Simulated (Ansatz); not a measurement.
TiIn2:
```yaml
crystal:
  lattice:
    - [0.00000, 4.58799, 4.92630]
    - [2.80363, 0.00000, 4.92630]
    - [2.80363, 4.58799, 0.00000]
  atoms:
    - { symbol: In, position: [0.07341, 0.42659, 0.07341] }
    - { symbol: In, position: [0.42659, 0.07341, 0.42659] }
    - { symbol: In, position: [0.17659, 0.82341, 0.17659] }
    - { symbol: In, position: [0.82341, 0.17659, 0.82341] }
    - { symbol: Ti, position: [0.75000, 0.75000, 0.75000] }
    - { symbol: Ti, position: [0.50000, 0.50000, 0.50000] }
```

Relaxed with r²SCAN.

Problem. Give the Bader charges and basin volumes of the independent atoms, DFT-r²SCAN in the program Ansatz with PAW potentials.

Solution. 

```csv
atom,Bader charge (e),Bader volume (Å³)
In1,-0.54,24.8
Ti5,+1.09,13.8
```

Space group Fddd. The start of the workflow was typed in or built on a structure type; neither database checked (COD, Materials Project) lists it. Whether it is the stable phase at ambient conditions was not checked. Symmetry was held in the r²SCAN relaxation; its stability against distortions is not shown here. No spin polarisation was allowed.

Potentials: the earlier of the program's two PAW sets. The files were generated under PBE; for other functionals the program regenerates the frozen cores, and for LDA and PBEsol the local potential too.
